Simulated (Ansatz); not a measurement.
In LDA (plane waves, PAW; program Ansatz), BP in the hexagonal phase (P6_3/mmc; B on 2c, P on 2d) relaxes to a = 3.180 Å, c = 7.872 Å. B has 3 nearest neighbours from 1.84 Å (trigonal planar); P has 3 nearest neighbours from 1.84 Å (trigonal planar). Against the elements it lies at 48 meV/atom, with no fitted shifts.

It is gapped at this level: 0.55 eV (indirect). The valence maximum lies on the K–Γ line, 12 % of the way from K and the conduction minimum at M (3 equivalent valleys). The electron mass is 0.17, 1.0, 4.3 mₑ (principal values). The hole mass is 0.11, 1.4, 2.2 mₑ (principal values).

The bulk modulus is 106 kbar. The phonon dispersion is unstable, down to 28i cm⁻¹. Without the LO–TO term the highest mode at Γ lies at 976 cm⁻¹.

The start of the workflow was typed in or built on a structure type; neither database checked (COD, Materials Project) lists it. It is not the phase usual at ambient conditions (space group No. 216). Symmetry was held in the LDA relaxation; phonons show weakly imaginary modes. A crystal of weakly bound layers computed without a dispersion correction: the cell and the soft elastic constants depend strongly on that. The references are the lowest solids computed at this level, not always the standard phases.

Potentials: the later of the program's two PAW sets.
